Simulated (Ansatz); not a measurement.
SnTe (rock salt)

```
CELL_PARAMETERS angstrom
      0.00000     3.18559     3.18559
      3.18559     0.00000     3.18559
      3.18559     3.18559     0.00000
ATOMIC_POSITIONS crystal
  Te 0.00000 0.00000 0.00000
  Sn 0.50000 0.50000 0.50000
```

The slice is a {111} plane (indices of the conventional cell) through the point (0.500, 0.500, 0.500) (fractional), spanned by u = [100] and v = [-1 2 0] in vectors of this cell: u (4.51 Å) and v (7.80 Å, at 90° to u). It covers one period; positions are fractions (u, v).

The numbers are results of r2SCAN (plane waves to 500 eV, PAW, scalar-relativistic; Ansatz, an electronic-structure program), not measurements. k mesh 13×13×13. Inside the PAW spheres the values are not all-electron values, and peaks at nuclei hang on which shells count as valence. SnTe was relaxed with its symmetry unable to fall. Spin-orbit coupling is left out, though Te is heavy. The PAW data are Ansatz's earlier set.

**Question.** Sketch the valence electron density on this plane as a map.

**Answer.** 
```tsv
v \ u	0.00	0.14	0.29	0.43	0.57	0.71	0.86
0.92	0.5	-0.2	-0.9	-1.2	-1.2	-0.9	-0.2
0.83	-0.7	-0.9	-1.2	-1.2	-1.2	-1.2	-0.9
0.75	-1.2	-1.3	-1.3	-1.2	-1.2	-1.3	-1.3
0.67	-1.2	-1.2	-1.1	-0.8	-0.8	-1.1	-1.2
0.58	-1.3	-1.1	-0.6	0.3	0.3	-0.6	-1.1
0.50	-1.3	-1.1	-0.3	1.0	1.0	-0.3	-1.1
0.42	-1.3	-1.1	-0.6	0.3	0.3	-0.6	-1.1
0.33	-1.2	-1.2	-1.1	-0.8	-0.8	-1.1	-1.2
0.25	-1.2	-1.3	-1.3	-1.2	-1.2	-1.3	-1.3
0.17	-0.7	-0.9	-1.2	-1.2	-1.2	-1.2	-0.9
0.08	0.5	-0.2	-0.9	-1.2	-1.2	-0.9	-0.2
0.00	1.1	0.5	-0.7	-1.3	-1.3	-0.7	0.5
```

Values: log₁₀ of the valence density in e/Å³. The scale is logarithmic, as a density can span decades between atoms and voids.
